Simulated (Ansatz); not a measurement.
**Ir: course of a relaxation**

The calculation used DFT r2SCAN, scalar-relativistic, plane waves, PAW in Ansatz. Run with 500 eV cutoff, 18×18×6 k-mesh, Gaussian smearing of 0.10 eV, no spin polarisation.

What was changed in Rh: Rh → Ir on all its sites, cell and atoms relaxed.

Spin–orbit coupling is left out, which can shift energies with elements as heavy as these.

Command:

```bash
ansatz run input.yaml --threads 1 --pin off --max-ram 2560MiB --backend cpu --events-out ev --progress --plain --runs-dir out
```

Input:

```yaml
crystal:
  lattice:
    - [2.7236421892, 0.0, 0.0]
    - [-1.3618210946, 2.3587433266, 0.0]
    - [0.0, 0.0, 8.8595350964]
  atoms:
    - { symbol: Ir, position: [0.0, 0.0, 0.0] }
    - { symbol: Ir, position: [0.3333333333, 0.6666666667, 0.25] }
    - { symbol: Ir, position: [0.0, 0.0, 0.5] }
    - { symbol: Ir, position: [0.6666666667, 0.3333333333, 0.75] }
basis:
  ecutwfc: 500
kpoints:
  mp_grid: { grid: [18, 18, 6] }
hamiltonian:
  xc: r2scan
scf:
  occupations: { method: gaussian, width: 0.1 }
output:
  forces: true
  stress: true
  eigenvalues: true
relax:
  adjacent_minimum: "off"
  f_tol: 0.01
  max_steps: 60
  cell: { stress_tol: 0.1 }
```

F is the free energy. Steps run on the plane waves of an earlier cell, but the last one, and at times one on the way, on a freshly chosen basis, so a repeated geometry can differ a little in energy.

Steps:

```csv
step,F − F(1) (eV),largest force component (eV/Å),V (Å³/atom),P (GPa)
1,0.0000,0.000,14.229,-0.02
2,0.0002,0.000,14.225,0.08
3,-0.0007,0.000,14.229,-0.02
4,-0.0007,0.000,14.229,-0.02
```

Relaxed structure:

```cif
data_structure
_symmetry_space_group_name_H-M 'P 1'
_symmetry_Int_Tables_number 1
_cell_length_a 2.7203
_cell_length_b 2.7203
_cell_length_c 8.8811
_cell_angle_alpha 90.000
_cell_angle_beta 90.000
_cell_angle_gamma 120.000
_cell_volume 56.92
loop_
_atom_site_label
_atom_site_type_symbol
_atom_site_fract_x
_atom_site_fract_y
_atom_site_fract_z
_atom_site_occupancy
Ir1 Ir 0.00000 0.00000 0.00000 1
Ir2 Ir 0.33333 0.66667 0.25000 1
Ir3 Ir 0.00000 0.00000 0.50000 1
Ir4 Ir 0.66667 0.33333 0.75000 1
```

The structure is hexagonal, space group P6_3/mmc (No. 194). Conventional cell: a = 2.720 Å, b = 2.720 Å, c = 8.881 Å, α = 90.00°, β = 90.00°, γ = 120.00°. Ir (site symmetry -3m) has 12 Ir at 2.72 Å as nearest neighbours. Around Ir (site symmetry -6m2) lie 12 Ir at 2.72 Å.

The run converged. It took 4.7 min on 1 thread of Intel(R) Xeon(R) Processor @ 2.50GHz (Skylake/Cascade Lake), with other jobs on the host, peak memory 0.7 GiB.